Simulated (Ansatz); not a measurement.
## Elastic constants of Nb$_{3}$Sn: input and output

Computed with DFT PBE, scalar-relativistic, plane waves, PAW in Ansatz.

Launched with:
```bash
ansatz run input.yaml --threads 2 --pin off --max-ram 6144MiB --backend cpu --events-out ev --progress --plain --runs-dir out
```

Input (bare energies are in eV):
```yaml
crystal:
  lattice:
    - [5.3216382354, 0.0, 0.0]
    - [0.0, 5.3216382354, 0.0]
    - [0.0, 0.0, 5.3216382354]
  atoms:
    - { symbol: Nb, position: [0.25, 0.0, 0.5] }
    - { symbol: Nb, position: [0.5, 0.75, 0.0] }
    - { symbol: Nb, position: [0.75, 0.0, 0.5] }
    - { symbol: Nb, position: [0.5, 0.25, 0.0] }
    - { symbol: Nb, position: [0.0, 0.5, 0.75] }
    - { symbol: Nb, position: [0.0, 0.5, 0.25] }
    - { symbol: Sn, position: [0.0, 0.0, 0.0] }
    - { symbol: Sn, position: [0.5, 0.5, 0.5] }
basis:
  ecutwfc: 420
kpoints:
  mp_grid: { grid: [8, 8, 8] }
hamiltonian:
  xc: pbe
scf:
  occupations: { method: fermi_dirac, width: 0.15 }
output:
  forces: true
  stress: true
  eigenvalues: true
elastic:
  mode: relaxed_ion
  amplitude: 0.005
  stencil: two_point
```

From the output:
```
--- Elastic constants: 2 strain directions × 2 members + reference (group order 48) ---
  dense FFT box of the reference and of every strained cell: 36×36×36
  strains applied: 11, 23; error gains: componentwise 1.00 (the most a stress slope's error grows in a printed constant), spectral 1.73 (1 for all six strains in a standard setting)
  C = ∂σ_k/∂η_j (tension-positive GPa; Voigt order 11 22 33 23 13 12):
       268.342    108.579    108.579     -0.000     -0.000     -0.000
       108.579    268.342    108.579     -0.000     -0.000     -0.000
       108.579    108.579    268.342     -0.000     -0.000     -0.000
         0.000      0.000     -0.000     41.155      0.000     -0.000
        -0.000     -0.000      0.000      0.000     41.155      0.000
         0.000     -0.000      0.000      0.000     -0.000     41.155
  reference stress σ⁰ (GPa):      0.002      0.002      0.002     -0.000     -0.000     -0.000
  C* (energy form; C + prestress term) asymmetry max|C*_kj − C*_jk| = 2.842e-14 GPa — a small one proves nothing (zero by symmetry where the batch's group is 432, −43m or m−3m); a large one is finite-difference/SCF noise where every solve ...
  moduli (Voigt/Reuss/Hill, GPa): K = 161.83/161.83/161.83   G = 56.65/51.06/53.85   E = 145.42   ν = 0.350
  mechanically stable: yes (min eigenvalue of sym C = 41.16 GPa)
  strain η (Voigt 11):  stress-route row diagonal C_11 = 268.34 GPa, energy-path curvature d²(F+E_count+ΔE)/dδ²/Ω₀ = 268.28 GPa
         δ    σ_11 (GPa) F (eV) n_scf n_hpsi n_pw
    -5.000e-3      -1.3690      -39363.8917110      13   98314   2968   relax 3 steps, max|allowed force component| 1.45e-5 eV/Å
     5.000e-3       1.3144      -39363.8918064      14  104606   3016   relax 3 steps, max|allowed force component| 1.49e-6 eV/Å
  strain η (Voigt 23):  stress-route row diagonal C_44 = 41.16 GPa, energy-path curvature d²(F+E_count+ΔE)/dδ²/Ω₀ = 41.14 GPa
         δ    σ_23 (GPa) F (eV) n_scf n_hpsi n_pw
    -5.000e-3      -0.2058      -39363.8944338      13  139398   3000   relax 4 steps, max|allowed force component| 1.75e-6 eV/Å
     5.000e-3       0.2058      -39363.8944338      13  139387   3000   relax 4 steps, max|allowed force component| 5.71e-6 eV/Å
```

Time: 7.9 min on 2 threads of Oxide Virtual Turin-like Processor (Zen 5) (shared host), peak memory 1.1 GiB.

In a metal, frequencies and elastic constants depend on the k mesh and the smearing, soft modes and shear constants most.